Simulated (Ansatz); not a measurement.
Zr (hcp, Mg type)

```
CELL_PARAMETERS angstrom
      6.46252     0.00000     0.00000
     -1.61563     2.79835     0.00000
      0.00000     0.00000     5.17316
ATOMIC_POSITIONS crystal
  Zr 0.16667 0.66667 0.75000
  Zr 0.66667 0.66667 0.75000
  Zr 0.33333 0.33333 0.25000
  Zr 0.83333 0.33333 0.25000
```

The atoms are displaced by Q × the pattern below (from a DFPT mode at M = (0.5, 0.0, 0.0), largest move 1; Q in Å), at fixed cell. (q is in reciprocal vectors of the primitive cell; the cell shown is doubled to hold the pattern.)

| atom | x | y | z |
|---|---|---|---|
| Zr1 | 0.000 | 0.000 | 1.000 |
| Zr2 | 0.000 | 0.000 | -1.000 |
| Zr3 | 0.000 | 0.000 | 1.000 |
| Zr4 | 0.000 | 0.000 | -1.000 |

All values below come from PBE (plane waves to 420 eV, PAW, scalar-relativistic; Ansatz, a quantum-chemistry and plane-wave program). k mesh 17×17×9 (Γ-centred), Fermi-Dirac smearing 0.05 eV. E stands for the smeared free energy. With partly filled bands, energies and forces of such displacements shift with the k mesh and the smearing. Zr is run without spin polarisation. Zr was relaxed with its symmetry unable to fall. The zero of ΔE is the undisplaced structure. The last digit holds for this mesh only.

| Q (Å) | ΔE (meV/cell) |
|---|---|
| -0.180 | 145.7 |
| -0.150 | withheld |
| -0.120 | 61.2 |
| -0.090 | 34.0 |
| -0.060 | 14.9 |
| -0.030 | 3.7 |
| 0.000 | 0.0 |
| 0.030 | 3.7 |
| 0.060 | 14.9 |
| 0.090 | 34.0 |
| 0.120 | 61.2 |
| 0.150 | withheld |
| 0.180 | 145.7 |

Fit an even polynomial form (powers 2, 4) to the given rows and predict ΔE at Q = 0.150.

Least squares on the 11 given rows: ΔE = (4072)·Q² + (13100)·Q⁴, in meV/cell with Q in Å; root-mean-square residual 0.10 meV/cell. At 0.150 the fit gives 98.3 meV/cell; the calculation gives 97.7 meV/cell, so the interpolation is off by 0.6 (+0.6 %). The quadratic term alone would give 91.6 meV/cell.

(A displaced cell: forces are minus the slopes of the energy, force constants its curvatures, and phonons follow from these.)
